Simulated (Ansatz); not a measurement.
# Property card for ScAl2

ScAl2:
```yaml
crystal:
  lattice:
    - [-1.55881, 1.55881, 5.56675]
    - [1.55881, -1.55881, 5.56675]
    - [1.55881, 1.55881, -5.56675]
  atoms:
    - { symbol: Sc, position: [0.00000, 0.00000, 0.00000] }
    - { symbol: Al, position: [0.32400, 0.32400, 0.00000] }
    - { symbol: Al, position: [0.67600, 0.67600, 0.00000] }
```

Space group I4/mmm (No. 139), MoSi2 or CaC2 type; conventional cell a = 3.1176 Å, b = 3.1176 Å, c = 11.1335 Å, α = 90.00°, β = 90.00°, γ = 90.00°.

Method: plane-wave PAW PBEsol (Ansatz code). Geometry: relaxed at this level of theory. Other levels are named where they apply.

Cell and energy:

| Quantity | Result |
|---|---|
| Volume per atom | 18.04 Å³ |
| Density | 3.04 g/cm³ |
| Formation energy from the elements (no fitted shifts) | -0.26 eV/atom |

Electronic structure:

| Quantity | Result |
|---|---|
| Electronic character | metallic (no gap) |
| Density of states at the Fermi level | 0.88 states/eV per atom (mean over ±0.08 eV) |

Mechanics:

| Quantity | Value |
|---|---|
| Bulk modulus (Birch–Murnaghan fit) | 78.7 GPa |
| Pressure derivative B′ | 4.0 |

Phonons:

| Quantity | Value |
|---|---|
| Highest zone-centre frequency | 35.7 meV |
| Zone-centre stability | no imaginary mode at Γ |

The cell is a constructed one: a structure type filled with these elements; neither database checked (COD, Materials Project) lists it. Whether it is the stable phase at ambient conditions was not checked. The cell was relaxed with PBEsol under the symmetry of its start. No spin polarisation was allowed. As this level gives no gap, phonon frequencies hold no LO–TO term and depend on the k-mesh and smearing (Fermi–Dirac, 0.1 eV here). Axis ratios of metals converge slowly with the k-mesh, so a and c are less sure than the volume. The references are the lowest solids computed at this level, not always the standard phases.

Potentials: the earlier of the program's two PAW sets. The files were generated under PBE; for other functionals the program regenerates the frozen cores, and for LDA and PBEsol the local potential too.
